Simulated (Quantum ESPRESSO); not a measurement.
## Si6NGa (a curve over one atom's position)

Computed values, not a measurement. The program is pw.x of Quantum ESPRESSO 7.5 (plane-wave density functional theory). The cell is made up: 8 atoms on a zincblende/diamond lattice, with randomly drawn elements, strain and displacements, not relaxed. PseudoDojo standard norm-conserving files (v0.5 for PBE, v0.4.1 for LDA and PBEsol) set the functional; there is no spin polarisation, spin-orbit coupling or dispersion term, and the masses in the input are unused placeholders.

Seven runs move atom 7 (Si, counted in the order of the input) along y and keep all else fixed.

Input of the run at -0.0229:

```
&control calculation='scf', pseudo_dir='./dojo.nc.sr.pbe.v0_5.standard.upf', outdir='./o', disk_io='low', tprnfor=.true., tstress=.true. /
&system ibrav=0, nat=8, ntyp=3, nbnd=31, ecutwfc=84.00895049, nosym=.true., tot_charge=0,
 occupations='smearing', smearing='fd', degauss=0.0073498644
/
&electrons conv_thr=7.350e-09, electron_maxstep=60, /
ATOMIC_SPECIES
Ga 1.0 Ga.upf
N 1.0 N.upf
Si 1.0 Si.upf
CELL_PARAMETERS angstrom
5.3233 0.0 0.0
0.0 5.3233 0.0
0.0 0.0 5.3233
ATOMIC_POSITIONS angstrom
Si 0.0682 0.0394 -0.0721
Si 0.0171 2.7021 2.6426
Si 2.6864 -0.0796 2.6749
N 2.668 2.698 0.012
Si 1.3013 1.3237 1.3661
Ga 1.2706 4.0039 4.0263
Si 4.0356 1.2507 4.0508
Si 3.9331 3.974 1.4422
K_POINTS automatic
6 6 6 1 1 1
```

| shift of atom 7 along y (Å) | free energy less that of the input shown (eV) | Fx on atom 7 (eV/Å) | Fy on atom 7 (eV/Å) | Fz on atom 7 (eV/Å) | pressure (GPa) | iterations |
| --- | --- | --- | --- | --- | --- | --- |
| -0.1510 | 0.4168 | -1.945 | 3.938 | -0.993 | 2.79 | 11 |
| -0.0640 | 0.1142 | -1.901 | 3.008 | -0.538 | 2.09 | 11 |
| -0.0229 | 0.0000 | -1.905 | 2.549 | -0.314 | 1.81 | 11 |
| +0.0759 | -0.1964 | -1.979 | 1.422 | 0.249 | 1.27 | 11 |
| +0.1067 | -0.2347 | -2.020 | 1.068 | 0.432 | 1.14 | 11 |
| +0.1226 | -0.2502 | -2.045 | 0.886 | 0.527 | 1.08 | 11 |
| +0.1838 | -0.2831 | -2.160 | 0.191 | 0.904 | 0.91 | 11 |

A cubic fit gives dFy/dy = -11.35 eV/Å² at zero shift. Across the table the free energy follows the integral of the force to within 0.1 meV. A rerun of one of the cells at 1437 eV and a 8 x 8 x 8 mesh moved values by no more than 0.005 eV in energy, 0.04 GPa in stress and 0.011 eV/Å in force.